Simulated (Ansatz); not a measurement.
Computed properties of N

N:
```
CELL_PARAMETERS angstrom
      3.82971     0.00000     0.00000
     -1.91485     3.31662     0.00000
      0.00000     0.00000     8.16163
ATOMIC_POSITIONS crystal
  N  0.33333 0.66667 0.31699
  N  0.66667 0.33333 0.68301
  N  0.66667 0.33333 0.81699
  N  0.33333 0.66667 0.18301
```

Space group P6_3/mmc (No. 194); conventional cell a = 3.830 Å, b = 3.830 Å, c = 8.162 Å, α = 90.00°, β = 90.00°, γ = 120.00°.

Method: plane-wave PAW r²SCAN (Ansatz code). Structure relaxed to zero pressure with the same functional. Other levels are named where they apply.

### Cell and energy

```json
{
 "volume_per_atom": "25.92 Å³",
 "density": "0.90 g/cm³"
}
```

### Electronic structure

```json
{
 "band_gap": "8.16 eV (smallest direct gap 8.18 eV)",
 "valence_band_maximum": "on the K–Γ line, 48 % of the way from K",
 "conduction_band_minimum": "at M (3 equivalent valleys)"
}
```

The first step of the workflow began from a Materials Project structure, measured or hypothetical; the Crystallography Open Database copy checked does not list it. It is not the usual solid phase (space group No. 205). The cell was relaxed with r²SCAN under the symmetry of its start; whether a distortion lowers the energy is not shown. The substance is a gas or liquid at ambient conditions. A crystal of weakly bound molecules computed without a dispersion correction: the cell and the soft elastic constants depend strongly on that.

Potentials: the later of the program's two PAW sets.
